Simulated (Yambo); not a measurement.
Yambo run on Rh₂S₃ (corundum, space group R-3c, No. 167). The wavefunctions come from this Quantum ESPRESSO step (PBEsol, PseudoDojo standard norm-conserving files, scalar-relativistic):

```
&CONTROL
  calculation = 'nscf'
  pseudo_dir = './pseudo'
  outdir = './out'
/
&SYSTEM
  ibrav = 0
  nat = 10
  ntyp = 2
  ecutwfc = 88.0
  ecutrho = 352.0
  occupations = 'fixed'
  force_symmorphic = .true.
  nbnd = 325
/
&ELECTRONS
  conv_thr = 1e-08
  diago_full_acc = .true.
  diago_thr_init = 1e-08
/
ATOMIC_SPECIES
S 32.0600 S.upf
Rh 102.9055 Rh.upf
CELL_PARAMETERS angstrom
  2.992454978000   1.727694687000   5.261807000000
 -2.992454978000   1.727694687000   5.261807000000
  0.000000000000  -3.455389375000   5.261807000000
ATOMIC_POSITIONS crystal
S   0.049825000000   0.750000000000   0.450175000000
S   0.950175000000   0.250000000000   0.549825000000
S   0.450175000000   0.049825000000   0.750000000000
S   0.549825000000   0.950175000000   0.250000000000
S   0.750000000000   0.450175000000   0.049825000000
S   0.250000000000   0.549825000000   0.950175000000
Rh   0.350100000000   0.350100000000   0.350100000000
Rh   0.649900000000   0.649900000000   0.649900000000
Rh   0.149900000000   0.149900000000   0.149900000000
Rh   0.850100000000   0.850100000000   0.850100000000
K_POINTS automatic
2 2 2 0 0 0
```

Yambo input:

```
rim_cut
gw0
dyson
el_el_corr
HF_and_locXC
ppa
em1d
RandQpts= 1000000
RandGvec= 1 Ry
EXXRLvcs= 88 Ry
VXCRLvcs= 352 Ry
Chimod= "HARTREE"
% BndsRnXp
 17 | 323 |
%
NGsBlkXp= 8 Ry
% LongDrXp
 1.0 | 1.0 | 1.0 |
%
PPAPntXp= 27.2114 eV
% GbndRnge
 1 | 323 |
%
GTermKind= "BG"
DysSolver= "n"
ExtendOut
% QPkrange
 1 | 1 | 52 | 53 |
 2 | 2 | 52 | 53 |
 3 | 3 | 52 | 53 |
 4 | 4 | 52 | 53 |
%
```

k points by index: 1 = Γ, 2 = L, 3 = F, 4 = Z.

Resulting energies as the program prints them:

```
#    K-point    Band    Eo [eV]    E [eV]    E-Eo [eV]    Vxc [eV]    Vnlxc [eV]    Sc|Eo [eV]    Sc|E [eV]    dSc/dw|Eo [eV]    Re(Z)    Im(Z)
#
    1    52    0.000000    -0.178127    -0.178127    -16.10194    -18.32628    1.995427    2.046213    -7.755064    0.778212    -0.001307
    1    53    0.633503    1.067255    0.433752    -19.97102    -16.82794    -2.579682    -2.709324    -8.131858    0.769915    -0.001409
    2    52    -0.556669    -0.632089    -0.075420    -17.24065    -19.84525    2.506912    2.529180    -8.024792    0.772254    -0.001397
    2    53    1.340634    1.704977    0.364343    -17.96987    -14.07952    -3.421761    -3.526011    -7.784708    0.777554    -0.001023
    3    52    -0.509849    -0.644021    -0.134171    -16.61913    -19.12844    2.336298    2.375135    -7.871790    0.775623    -0.001352
    3    53    0.416799    0.983153    0.566354    -21.13674    -17.73879    -2.662089    -2.831602    -8.143566    0.769660    -0.001397
    4    52    -0.919043    -0.903454    0.015590    -18.56583    -21.79180    3.246204    3.241559    -8.176579    0.768940    -0.001811
    4    53    1.385236    1.810973    0.425737    -19.05983    -15.01267    -3.497227    -3.621419    -7.937460    0.774176    -0.337491E-3
```
(The two width columns are left out.) Convergence of these settings isn't established.

Spin-orbit coupling is not included.

Geometry of the Materials Project entry, not relaxed at this level.

The structure is a Materials Project entry; no match was found in the copy of COD used, and its stability was not checked.
